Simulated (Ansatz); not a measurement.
The calculation used DFT PBE, scalar-relativistic, plane waves, PAW in Ansatz 0.2.0. All cells share a 420 eV cutoff and Γ-centred k meshes spaced at most about 0.3 Å⁻¹ (about 0.25 or finer for metals, 2π included). Collinear spin in cells that started with moments and kept them past the coarse steps, no spin elsewhere.

All energies are static (0 K, no zero-point motion).

Two relaxed structures of TaMn₂N₃:

A. (site moments Ta -0.1; Mn 2.1 (×2); N -0.2 μB)

```cif
data_structure
_symmetry_space_group_name_H-M 'P4/mmm'
_symmetry_Int_Tables_number 123
_cell_length_a 2.9676
_cell_length_b 2.9676
_cell_length_c 7.6660
_cell_angle_alpha 90.000
_cell_angle_beta 90.000
_cell_angle_gamma 90.000
_cell_volume 67.51
loop_
_atom_site_label
_atom_site_type_symbol
_atom_site_symmetry_multiplicity
_atom_site_Wyckoff_symbol
_atom_site_fract_x
_atom_site_fract_y
_atom_site_fract_z
_atom_site_occupancy
Ta1 Ta 1 a 0.00000 0.00000 0.00000 1
Mn1 Mn 2 h 0.50000 0.50000 0.73166 1
N1 N 1 c 0.50000 0.50000 0.00000 1
N2 N 1 b 0.00000 0.00000 0.50000 1
N3 N 1 d 0.50000 0.50000 0.50000 1
```

B. (no spin)

```cif
data_structure
_symmetry_space_group_name_H-M 'P6/mmm'
_symmetry_Int_Tables_number 191
_cell_length_a 5.7834
_cell_length_b 5.7834
_cell_length_c 2.6932
_cell_angle_alpha 90.000
_cell_angle_beta 90.000
_cell_angle_gamma 120.000
_cell_volume 78.01
loop_
_atom_site_label
_atom_site_type_symbol
_atom_site_symmetry_multiplicity
_atom_site_Wyckoff_symbol
_atom_site_fract_x
_atom_site_fract_y
_atom_site_fract_z
_atom_site_occupancy
Ta1 Ta 1 b 0.00000 0.00000 0.50000 1
Mn1 Mn 2 d 0.33333 0.66667 0.50000 1
N1 N 3 g 0.50000 0.00000 0.50000 1
```

Question: Which form is favoured at zero pressure, and by what margin per atom?

Answer: B is lower, by 21 meV/atom. A has space group P4/mmm (No. 123), 11.3 Å³/atom and no gap on its mesh; B has space group P6/mmm (No. 191), 13.0 Å³/atom and no gap. Counting N atoms around Mn and Ta (those within 1.25 times the shortest such distance or 1.15 times the sum of covalent radii; a plus sign parts nearer from farther groups; the shortest distance is added where it exceeds 1.18 times the sum of covalent radii), A has Ta 4, Mn 1+1 and B has Ta 6 from 2.9 Å, Mn 3. Their magnetic states differ too. The lower one is the more open, so pressure narrows the difference. Even the lower one lies +0.66 eV/atom against the reference forms of the elements (uncorrected), so neither is stable at this level. In A, Ta has 4 N at 2.10 Å, 8 Mn at 2.94 Å and 4 Ta at 2.97 Å; Mn is surrounded by 1 N at 1.78 Å, 1 N at 2.06 Å, 4 N at 2.75 Å and 4 Ta at 2.94 Å; N on its first site has 2 Mn at 2.06 Å and 4 Ta at 2.10 Å; 2 more sites not described. In B, Ta is surrounded by 2 Ta at 2.69 Å, 6 N at 2.89 Å and 6 Mn at 3.34 Å; Mn is surrounded by 3 N at 1.67 Å, 2 Mn at 2.69 Å, 6 N at 3.17 Å, 3 Ta at 3.34 Å and 3 Mn at 3.34 Å; N is surrounded by 2 Mn at 1.67 Å, 2 N at 2.69 Å, 2 Ta at 2.89 Å and 4 N at 2.89 Å. Both come from invented guesses. A third cell relaxed alike, in P6/mmm, lies 0.49 eV/atom below the lower of the two.

These runs have no spin–orbit coupling, which can matter for Ta. Another magnetic order may lie lower. Trial moments died out on the coarse mesh in P6/mmm; another magnetic start might hold. Cells relaxed within their symmetry can be saddle points.
